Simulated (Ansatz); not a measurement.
A geometry of Li away from equilibrium: step 2 of the relaxation of a generated cell, Li built in the AFLOW prototype A_oP8_62_2c (A_c). Calculation: PBE (plane waves to 420 eV, PAW, scalar-relativistic; Ansatz, an electronic-structure program). Γ-centred k-mesh 5×7×7 on the run's cell (coarser than for final values), Fermi–Dirac smearing 0.05 eV. The plane waves were selected for a different cell earlier on the path.

```xyz
8
Lattice="6.7398 0.0000 0.0000 0.0000 4.9084 0.0000 0.0000 0.0000 5.0138" Properties=species:S:1:pos:R:3 pbc="T T T"
Li     3.2374     1.2271     1.4547
Li     6.6073     1.2271     1.0522
Li     3.5024     3.6813     3.5591
Li     0.1325     3.6813     3.9616
Li     1.3228     1.2271     3.4619
Li     4.6927     1.2271     4.0587
Li     5.4170     3.6813     1.5519
Li     2.0471     3.6813     0.9550
```

Problem. Give the Cartesian forces on all atoms (eV/Å).

Solution. 
```tsv
atom	Fx	Fy	Fz
Li1	0.18	0.00	-0.12
Li2	0.18	0.00	0.12
Li3	-0.18	0.00	0.12
Li4	-0.18	0.00	-0.12
Li5	0.18	0.00	0.25
Li6	0.18	0.00	-0.25
Li7	-0.18	0.00	-0.25
Li8	-0.18	0.00	0.25
```

The path ends in I4/mmm (No. 139) (AFLOW prototype A_tI2_139_a (A6, as in In)). No spin polarisation in the result.

The run could not lose the symmetry of its start, so the end can be a saddle point.

The end of the path is a generated cell of Li: the first start was made by placing the elements on the sites of a structure type, and the end was not matched to a known phase here, so it may be hypothetical. Known forms of Li include space group No. 229.
